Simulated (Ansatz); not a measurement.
Input and command of a plane-wave DFT calculation in Ansatz:

```yaml
crystal:
  lattice:
    - [-4.7807172284, 4.7670978336, -1.6227926781]
    - [-4.7773933107, -1.6159835336, 4.7775535138]
    - [1.622706713, 4.7670489875, 4.7808285855]
  atoms:
    - { symbol: Cr, position: [0.2006469963, 0.1977076701, 0.2009776726] }
    - { symbol: Zr, position: [0.9006059394, 0.3996238919, 0.9008902817] }
    - { symbol: W, position: [0.0027523877, 0.9971863961, 0.003040297] }
    - { symbol: W, position: [0.494585643, 0.500989631, 0.0025989718] }
    - { symbol: W, position: [0.5963564192, 0.1018968507, 0.1034020614] }
    - { symbol: W, position: [0.104170279, 0.6024221265, 0.104479721] }
    - { symbol: W, position: [0.6980711233, 0.7008541913, 0.2006690382] }
    - { symbol: W, position: [0.8018587809, 0.2985920944, 0.3045196286] }
    - { symbol: W, position: [0.29887127, 0.8049945126, 0.2991627297] }
    - { symbol: W, position: [0.3978141832, 0.3987781815, 0.398113208] }
    - { symbol: W, position: [0.4995292953, 0.0011697531, 0.49982152] }
    - { symbol: W, position: [0.0023028713, 0.500992648, 0.4948944044] }
    - { symbol: W, position: [0.1031159513, 0.1018946982, 0.5966335331] }
    - { symbol: W, position: [0.9007015942, 0.9015550669, 0.3993946953] }
    - { symbol: W, position: [0.5992402126, 0.6026648648, 0.5995286323] }
    - { symbol: W, position: [0.6963756814, 0.197615727, 0.6966735049] }
    - { symbol: W, position: [0.2003707748, 0.7008594266, 0.6983605536] }
    - { symbol: W, position: [0.3042500536, 0.2985888981, 0.8021454061] }
    - { symbol: W, position: [0.7994330008, 0.805877062, 0.7997186034] }
    - { symbol: W, position: [0.3990902453, 0.9015588516, 0.9009957978] }
  symmetry: { detect: false }
basis:
  ecutwfc: 420
kpoints:
  mp_grid: { grid: [3, 3, 3] }
hamiltonian:
  xc: pbe
scf:
  occupations: { method: gaussian, width: 0.1 }
  lower_state_search: "off"
output:
  forces: true
  stress: true
  eigenvalues: true
relax:
  adjacent_minimum: "off"
  f_tol: 0.04
  max_steps: 25
  cell: { stress_tol: 0.3 }
```

```bash
ansatz run input.yaml --threads 4 --pin off --max-ram 9216MiB --backend cpu --events-out ev --progress --plain --runs-dir out
```

Processor: AMD EPYC 9R45 96-Core Processor (Zen 5), 4 threads, on a host shared with other jobs.

Estimate time, memory and problem size.

About 31 s on 4 threads of AMD EPYC 9R45 96-Core Processor (Zen 5), with other jobs on the host, peak memory 1.7 GiB. It solves 167 bands at 14 k points (the mesh reduced by symmetry) with about 6319 plane waves (on the last cell), in 26 SCF iterations over 4 ionic steps.
